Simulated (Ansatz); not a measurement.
Al5C3N:
```yaml
crystal:
  lattice:
    - [3.29202, 0.00000, 0.00000]
    - [-1.64601, 2.85098, 0.00000]
    - [0.00000, 0.00000, 21.70737]
  atoms:
    - { symbol: Al, position: [0.00000, 0.00000, 0.65909] }
    - { symbol: Al, position: [0.00000, 0.00000, 0.15909] }
    - { symbol: Al, position: [0.33333, 0.66667, 0.04470] }
    - { symbol: Al, position: [0.66667, 0.33333, 0.54470] }
    - { symbol: Al, position: [0.33333, 0.66667, 0.26258] }
    - { symbol: Al, position: [0.66667, 0.33333, 0.76258] }
    - { symbol: Al, position: [0.66667, 0.33333, 0.95282] }
    - { symbol: Al, position: [0.33333, 0.66667, 0.45282] }
    - { symbol: Al, position: [0.00000, 0.00000, 0.84752] }
    - { symbol: Al, position: [0.00000, 0.00000, 0.34752] }
    - { symbol: C, position: [0.00000, 0.00000, 0.24897] }
    - { symbol: C, position: [0.00000, 0.00000, 0.74897] }
    - { symbol: C, position: [0.33333, 0.66667, 0.36561] }
    - { symbol: C, position: [0.66667, 0.33333, 0.86561] }
    - { symbol: C, position: [0.00000, 0.00000, 0.50201] }
    - { symbol: C, position: [0.00000, 0.00000, 0.00201] }
    - { symbol: N, position: [0.33333, 0.66667, 0.12981] }
    - { symbol: N, position: [0.66667, 0.33333, 0.62981] }
```

Relaxed with PBEsol. Plane-wave PAW PBEsol (Ansatz code) gives a gap of 0.74 eV.

### Question
What gap does HSE06 give on the same cell (Ansatz, PAW)?

### Answer
1.60 eV, 0.85 eV more. The hybrid was solved on a coarser mesh and at special points; the gap given is the minimum over both.

```tsv
k	v1 PBEsol	c1 PBEsol	v1 HSE06	c1 HSE06
Γ	0.00	1.89	___	___
A	0.00	2.13	___	___
K	-1.48	1.92	___	___
H	-1.71	1.98	-1.80	2.93
M	-0.76	0.74	-0.83	1.60
L	-0.78	0.85	___	___
```

### Question
Top valence (v1) and lowest conduction level (c1) in eV from each method's valence maximum (which need not be a listed point): supply the withheld HSE06 values.

### Answer

- L, v1 HSE06: -0.85
- L, c1 HSE06: 1.69
- A, v1 HSE06: 0.00
- A, c1 HSE06: 3.17
- K, v1 HSE06: -1.57
- K, c1 HSE06: 2.87
- Γ, v1 HSE06: 0.00
- Γ, c1 HSE06: 2.93

Cost on shared cores: the PBEsol run (SCF on a 10×10×2 mesh, then bands and DOS) around 4 core-minutes (rough), the HSE06 run (SCF on 6×6×1, then a few points) around 6 core-minutes (rough); the tasks are unlike.

Space group P6_3mc. The workflow started from a Materials Project entry (that database holds measured and hypothetical structures alike); the Crystallography Open Database files this formula in space group No. 186, but the cells were not matched. Its standing as an ambient phase is unchecked. The cell was relaxed with PBEsol under the symmetry of its start; whether a distortion lowers the energy is not shown.

Potentials: the later of the program's two PAW sets.
